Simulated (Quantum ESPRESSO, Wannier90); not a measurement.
Wannier functions of CsI (rock salt)

```xyz
2
Lattice="0.0000 3.9051 3.9051 3.9051 0.0000 3.9051 3.9051 3.9051 0.0000" Properties=species:S:1:pos:R:3 pbc="T T T"
Cs     0.0000     0.0000     0.0000
I      3.9051     3.9051     3.9051
```

Materials Project entry mp-614603; symmetrised, unrelaxed at this level. Not found in the COD (Crystallography Open Database) copy used, which has the formula in other groups; not checked further. Computed values, not measurements, from PBEsol: Quantum ESPRESSO (norm-conserving PseudoDojo potentials, cutoff 56 Ry, no spin polarisation, no spin-orbit coupling) on a Γ-centred 6×6×6 mesh, then Wannier90. Density: 8×8×8 mesh, cold smearing 0.01 Ry. Spin-orbit coupling is left out although heavy elements are present.

Functional, cutoff and mesh named above are those of the base row (6×6×6); the first column says what each row takes instead. Model: 4 functions from bands 2,6-8, start SCDM (isolated) (the valence bands). Energies are relative to the valence-band maximum; the misfit is to pw.x on a path, for all bands of the set. Only the mesh of Bloch states changes. Ω_total can sit in another minimum from row to row; Ω_I of an isolated set cannot. A star marks runs that hit the step limit.

```
mesh   Ω_I (Å²)  Ω_total (Å²)  rms misfit (meV)  k-points (cost)  rough cost of nscf and overlaps (first row = 1)
-----  --------  ------------  ----------------  ---------------  -----------------------------------------------
2×2×2      5.46          6.54                39                8                                              1.0
3×3×3      6.38         7.53*               9.8               27                                              2.4
4×4×4      6.75         7.91*               2.6               64                                                5
5×5×5      6.92          8.09               0.8              125                                                9
6×6×6      7.03          8.19               0.2              216                                               16
7×7×7      7.09          8.25               0.1              343                                               20
```
